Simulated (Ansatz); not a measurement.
Relaxed AlRu (CsCl type):

```yaml
crystal:
  lattice:
    - [5.96504, 0.00000, 0.00000]
    - [0.00000, 2.98252, 0.00000]
    - [0.00000, 0.00000, 2.98252]
  atoms:
    - { symbol: Al, position: [0.00000, 0.00000, 0.00000] }
    - { symbol: Al, position: [0.50000, 0.00000, 0.00000] }
    - { symbol: Ru, position: [0.25000, 0.50000, 0.50000] }
    - { symbol: Ru, position: [0.75000, 0.50000, 0.50000] }
```

In this cell atom 4 (Ru, nearest neighbour Al at 2.583 Å; its periodic images, 3.0 Å or more away, move with it) is moved by u·(0.707, 0.707, 0.000) + v·(0.000, 0.000, 1.000); the rest is frozen.

Level of theory: r2SCAN (plane waves to 500 eV, PAW, scalar-relativistic; Ansatz, a program for electronic structure). k mesh 7×13×13 (Γ-centred), Fermi-Dirac smearing 0.05 eV. Stress and pressure are positive under compression. With partly filled bands, energies and forces of such displacements shift with the k mesh and the smearing. AlRu is run without spin polarisation. AlRu was relaxed with its symmetry unable to fall. The last digit holds for this mesh only.

Changes of P (GPa) from the point u = 0.000 Å, v = 0.000 Å when one coordinate moves alone (two changes are said to add if the coupling is within 5 % of the smaller one, nearly so within 20 %):

```
point                      change
-------------------------  ------
u = 0.000 Å, v = -0.390 Å    5.85
u = 0.000 Å, v = -0.195 Å    1.56
u = -0.390 Å, v = 0.000 Å    8.09
u = -0.195 Å, v = 0.000 Å    2.00
u = 0.195 Å, v = 0.000 Å     2.00
u = 0.390 Å, v = 0.000 Å     8.09
u = 0.000 Å, v = 0.195 Å     1.56
u = 0.000 Å, v = 0.390 Å     5.85
```

Q: What is the change at u = -0.195 Å, v = -0.195 Å, where both move, and how far is it from the sum?

A: The sum of the single changes is 2.00 + (1.56) = 3.56; the calculation gives 3.63, so they add (within 5 % of the smaller single change).

Q: Do the two effects add at u = 0.390 Å, v = -0.195 Å? Give the computed change.

A: The sum of the single changes is 8.09 + (1.56) = 9.65; the calculation gives 9.97, so the coupling contributes 0.32 (over 20 % of the smaller single change, not additive).

Q: Do the two effects add at u = 0.390 Å, v = -0.390 Å? Give the computed change.

A: The sum of the single changes is 8.09 + (5.85) = 13.94; the calculation gives 15.21, so the coupling contributes 1.27 (over 20 % of the smaller single change, not additive).

(A displaced cell: forces are minus the slopes of the energy, force constants its curvatures, and phonons follow from these.)
